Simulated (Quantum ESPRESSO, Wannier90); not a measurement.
Wannierisation of AgNO3 (R3m)

Materials Project entry mp-8196; symmetrised, unrelaxed at this level. COD (Crystallography Open Database) has the formula in 2 space groups, this one among them (matched by group alone). Method: PBEsol plane waves in Quantum ESPRESSO 7.5 (PseudoDojo norm-conserving files, 68 Ry, spinors with spin-orbit coupling), Bloch states on a 6×6×6 mesh through Γ, Wannier90 4.0.1. Density: 8×8×8 mesh, cold smearing 0.01 Ry.

On the energy scale of pw.x, whose zero is arbitrary, the valence-band maximum lies at 5.06 eV.

Input w.win:

```
num_bands = 6
num_wann = 6
exclude_bands = 1-16,23-76
spinors = true
num_iter = 1000
conv_tol = 1.0e-6
conv_window = 4
write_hr = true
write_u_matrices = true
auto_projections = true
begin unit_cell_cart
ang
    2.5909299136    1.4958740831    2.8787470000
   -2.5909299136    1.4958740831    2.8787470000
    0.0000000000   -2.9917481662    2.8787470000
end unit_cell_cart
begin atoms_frac
Ag  -0.0019600000 -0.0019600000 -0.0019600000
N   -0.4258900000 -0.4258900000 -0.4258900000
O    0.4348750000  0.4348750000 -0.1405200000
O   -0.1405200000  0.4348750000  0.4348750000
O    0.4348750000 -0.1405200000  0.4348750000
end atoms_frac
mp_grid = 6 6 6
begin kpoints
0.0000000000 0.0000000000 0.0000000000
0.0000000000 0.0000000000 0.1666666667
0.0000000000 0.0000000000 0.3333333333
... (213 more lines: the 6x6x6 mesh through Gamma)
end kpoints
```

Input of pw2wannier90.x that gives the overlap and projection files (equivalent; here they were cut from one run over all bands):

```
&inputpp
  outdir = './out'
  prefix = 'pwscf'
  seedname = 'w'
  write_amn = .true.
  write_mmn = .true.
  scdm_proj = .true.
  scdm_entanglement = 'isolated'
/
```

Output w.wout (banner and timings cut):

```
                                    ------
                                    SYSTEM
                                    ------

                              Lattice Vectors (Ang)
                    a_1     2.590930   1.495874   2.878747
                    a_2    -2.590930   1.495874   2.878747
                    a_3     0.000000  -2.991748   2.878747

                   Unit Cell Volume:      66.94304  (Ang^3)

                        Reciprocal-Space Vectors (Ang^-1)
                    b_1     1.212535   0.700057   0.727537
                    b_2    -1.212535   0.700057   0.727537
                    b_3     0.000000  -1.400115   0.727537

 *----------------------------------------------------------------------------*
 |   Site       Fractional Coordinate          Cartesian Coordinate (Ang)     |
 +----------------------------------------------------------------------------+
 | ag   1  -0.00196  -0.00196  -0.00196   |    0.00000   0.00000  -0.01693    |
 | n    1  -0.42589  -0.42589  -0.42589   |    0.00000   0.00000  -3.67809    |
 | o    1   0.43488   0.43488  -0.14052   |    0.00000   1.72144   2.09927    |
 | o    2  -0.14052   0.43488   0.43488   |   -1.49081  -0.86072   2.09927    |
 | o    3   0.43488  -0.14052   0.43488   |    1.49081  -0.86072   2.09927    |
 *----------------------------------------------------------------------------*
                                ------------
                                K-POINT GRID
                                ------------

             Grid size =  6 x  6 x  6      Total points =  216

 *---------------------------------- MAIN ------------------------------------*
 |  Number of Wannier Functions               :                 6             |
 |  Number of Objective Wannier Functions     :                 6             |
 |  Number of input Bloch states              :                 6             |
 |  Output verbosity (1=low, 5=high)          :                 1             |
 |  Timing Level (1=low, 5=high)              :                 1             |
 |  Optimisation (0=memory, 3=speed)          :                 3             |
 |  Length Unit                               :               Ang             |
 |  Post-processing setup (write *.nnkp)      :                 F             |
 |  Using Gamma-only branch of algorithms     :                 F             |
 *----------------------------------------------------------------------------*
 *------------------------------- WANNIERISE ---------------------------------*
 |  Total number of iterations                :              1000             |
 |  Number of CG steps before reset           :                 5             |
 |  Trial step length for line search         :             2.000             |
 |  Convergence tolerence                     :         0.100E-05             |
 |  Convergence window                        :                 4             |
 |  Iterations between writing output         :                 1             |
 |  Iterations between backing up to disk     :               100             |
 |  Write r^2_nm to file                      :                 F             |
 |  Write xyz WF centres to file              :                 F             |
 |  Write on-site energies <0n|H|0n> to file  :                 F             |
 |  Use guiding centre to control phases      :                 F             |
 |  Use phases for initial projections        :                 F             |
 *----------------------------------------------------------------------------*
 *-------------------------------- PLOTTING ----------------------------------*
 |  Plotting Hamiltonian in WF basis          :                 T             |
 *----------------------------------------------------------------------------*

       ... (k-mesh section left out)

 Starting a new Wannier90 calculation ...

 Reading overlaps from w.mmn

 Reading projections from w.amn

 *------------------------------- WANNIERISE ---------------------------------*
 +--------------------------------------------------------------------+<-- CONV
 | Iter  Delta Spread     RMS Gradient      Spread (Ang^2)            |<-- CONV
 +--------------------------------------------------------------------+<-- CONV

 ------------------------------------------------------------------------------
 Initial State
  WF centre and spread    1  (  2.278666, -1.054092,  2.085426 )     2.53744429
  WF centre and spread    2  (  0.004155,  0.007135, -3.682458 )     1.54741439
  WF centre and spread    3  (  0.307332,  2.533127,  2.086157 )     2.61050970
  WF centre and spread    4  ( -0.309359,  0.361349,  1.871794 )    14.10293819
  WF centre and spread    5  (  0.847253, -0.142518,  0.742285 )    21.30639800
  WF centre and spread    6  ( -0.066507,  0.035718, -0.040374 )    20.46271634
  Sum of centres and spreads (  3.061541,  1.740719,  3.062830 )    62.56742090

      0     0.626E+02     0.0000000000       62.5674208820  <-- CONV
        O_D=     28.2718975 O_OD=     23.6694516 O_TOT=     62.5674209 <-- SPRD
 ------------------------------------------------------------------------------
      1    -0.102E+01     5.0544833729       61.5441082367  <-- CONV
        O_D=     27.2881934 O_OD=     23.6298431 O_TOT=     61.5441082 <-- SPRD
      2    -0.496E+01     3.4709245542       56.5846962854  <-- CONV
        O_D=     22.4963939 O_OD=     23.4622307 O_TOT=     56.5846963 <-- SPRD
      3    -0.225E+01     2.8990170885       54.3326533620  <-- CONV
        O_D=     20.2840242 O_OD=     23.4225574 O_TOT=     54.3326534 <-- SPRD
      4    -0.123E+01     2.4003696526       53.1041293690  <-- CONV
        O_D=     19.1386075 O_OD=     23.3394502 O_TOT=     53.1041294 <-- SPRD
      5    -0.375E+00     2.0109029263       52.7295572186  <-- CONV
        O_D=     18.7081337 O_OD=     23.3953518 O_TOT=     52.7295572 <-- SPRD
       ... (lines left out)
    100    -0.102E+00     2.0207522937       36.5841822710  <-- CONV
        O_D=      6.8237250 O_OD=     19.1343855 O_TOT=     36.5841823 <-- SPRD
       ... (lines left out)
    200    -0.123E-01     1.1460393866       34.2206200199  <-- CONV
        O_D=      5.8741874 O_OD=     17.7203609 O_TOT=     34.2206200 <-- SPRD
       ... (lines left out)
    300    -0.164E-01     2.6836107189       32.9701496169  <-- CONV
        O_D=      5.4624075 O_OD=     16.8816704 O_TOT=     32.9701496 <-- SPRD
       ... (lines left out)
    400    -0.150E-01     3.6823624254       31.7589341161  <-- CONV
        O_D=      5.0284122 O_OD=     16.1044502 O_TOT=     31.7589341 <-- SPRD
       ... (lines left out)
    500    -0.985E-01     3.8382340709       27.8978019987  <-- CONV
        O_D=      3.8666708 O_OD=     13.4050595 O_TOT=     27.8978020 <-- SPRD
       ... (lines left out)
    600    -0.121E-03     0.0072030843       11.7859705049  <-- CONV
        O_D=      0.0316368 O_OD=      1.1282620 O_TOT=     11.7859705 <-- SPRD
       ... (lines left out)
    670    -0.587E-06     0.0005970982       11.7842275078  <-- CONV
        O_D=      0.0316696 O_OD=      1.1264862 O_TOT=     11.7842275 <-- SPRD
    671    -0.637E-06     0.0005195785       11.7842268706  <-- CONV
        O_D=      0.0316704 O_OD=      1.1264847 O_TOT=     11.7842269 <-- SPRD
    672    -0.868E-06     0.0006341499       11.7842260031  <-- CONV
        O_D=      0.0316711 O_OD=      1.1264831 O_TOT=     11.7842260 <-- SPRD
             <<<     Delta < 1.000E-06  over  4 iterations     >>>
             <<< Wannierisation convergence criteria satisfied >>>
 Final State
  WF centre and spread    1  (  2.279310, -1.062513,  2.086070 )     2.26334006
  WF centre and spread    2  (  0.000934,  0.000513, -3.680766 )     1.36460697
  WF centre and spread    3  (  0.305737,  2.556128,  2.086149 )     2.26415829
  WF centre and spread    4  ( -0.181223,  2.489043,  2.086035 )     2.26292501
  WF centre and spread    5  (  2.589886, -1.495254,  2.076730 )     1.36484531
  WF centre and spread    6  (  0.185676, -2.493638, -0.792574 )     2.26435039
  Sum of centres and spreads (  5.180321, -0.005721,  3.861644 )    11.78422603

         Spreads (Ang^2)       Omega I      =    10.626071748
        ================       Omega D      =     0.031671115
                               Omega OD     =     1.126483140
    Final Spread (Ang^2)       Omega Total  =    11.784226003
```
